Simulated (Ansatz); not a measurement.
Relaxed-ion elastic tensor of TiBe2 (cubic Laves (MgCu2 type), Fd-3m) in GPa (Voigt order), r²SCAN (plane waves, PAW; program Ansatz); density 3.29 g/cm³, 11.09 Å³ per atom.

```
 267  57.3  57.3   0.0   0.0   0.0
57.3   267  57.3   0.0   0.0   0.0
57.3  57.3   267   0.0   0.0   0.0
 0.0   0.0   0.0   127   0.0   0.0
 0.0   0.0   0.0   0.0   127   0.0
 0.0   0.0   0.0   0.0   0.0   127
```

### Question
Is the crystal mechanically stable?

### Answer
Yes: the smallest eigenvalue of C is 127 GPa.

### Question
Work out the Voigt, Reuss and Hill averages.

### Answer
K_V = 127, K_R = 127, K_H = 127; G_V = 118, G_R = 117, G_H = 117 GPa.

### Question
Give Young's modulus, Poisson's ratio, Pugh's ratio and the universal anisotropy index.

### Answer
E = 9KG/(3K + G) = 269 GPa; ν = 0.15; K/G = 1.08 (brittle by the Pugh limit of 1.75); A_U = 5G_V/G_R + K_V/K_R − 6 = 0.04.

### Question
Estimate the sound speeds and the Debye temperature.

### Answer
v_l = √((K + 4G/3)/ρ) = 9290 m/s, v_t = √(G/ρ) = 5980 m/s, mean 6560 m/s; Θ = (h/k)(3n/4πV)^(1/3) v_m = 876 K.

### Question
Give the Zener ratio and Young's modulus along [100], [110] and [111].

### Answer
A = 2C44/(C11 − C12) = 1.21; 1/E = S11 − 2(S11 − S12 − S44/2)Γ with Γ = 0, 1/4, 1/3 gives 247, 275, 285 GPa.

The first step of the workflow began from a Materials Project structure, measured or hypothetical; the Crystallography Open Database copy checked does not list it. Whether it is the stable phase at ambient conditions was not checked. The r²SCAN relaxation kept the symmetry of its start; whether a distortion lowers the energy is not shown. Magnetic state: ferromagnetic, chosen from 4 collinear starts compared on coarse meshes (ties went to the first, and starts can fall back to one state), not a proven ground state. Other orbital occupations within this spin state were not tried. As this level gives no gap, shear constants depend on the k-mesh and smearing (Fermi–Dirac, 0.1 eV here).

Potentials: the later of the program's two PAW sets.
